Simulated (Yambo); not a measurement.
Ba2MgWO6: sweep of GW parameters

G0W0@PBEsol for Ba2MgWO6 (space group Fm-3m, No. 225) in Yambo. Reference settings: 2×2×2 Γ-centred k mesh, bands 3 to 214 and a 7 Ry block in the screening, 214 bands in G with the Bruneval-Gonze terminator, plasmon pole fitted at 27.2 eV. The PBEsol gap Γ → X on this mesh is 2.73 eV; G0W0 gaps are taken between the same points.

| change from the reference | G0W0 gap Γ → X (eV) | shift of the valence edge (eV) | rough Yambo cost |
|---|---|---|---|
| reference settings | 4.46 | -0.46 | 1 |
| 143 bands in W, 143 bands in G | 4.53 | -0.39 | within a factor of two |
| 91 bands in G | 4.51 | -0.41 | – |
| 143 bands in G | 4.48 | -0.45 | – |
| 109 bands in W | 4.58 | -0.34 | within a factor of two |
| 3 Ry block | 4.60 | -0.47 | within a factor of two |
| 2 Ry block | 4.70 | -0.53 | within a factor of two |
| 6 Ry block | 4.46 | -0.45 | within a factor of two |
| no random integration | 4.38 | -0.19 | – |
| 91 bands in G, no terminator | 4.68 | 0.29 | – |
| 143 bands in G, no terminator | 4.58 | -0.05 | – |
| no terminator | 4.51 | -0.23 | – |

The reference isn't shown to be the converged limit. Costs are rough (shared machines), scaled to the same edge states, and given only for runs that recompute the screening.

Spin-orbit coupling is left out, which matters for elements this heavy: edges can move by tenths of an eV.

Geometry of the Materials Project entry, not relaxed at this level; primitive cell a = b = c = 5.824 Å, α = β = γ = 60.00°.

A shift is the quasiparticle energy of the state minus its PBEsol energy.
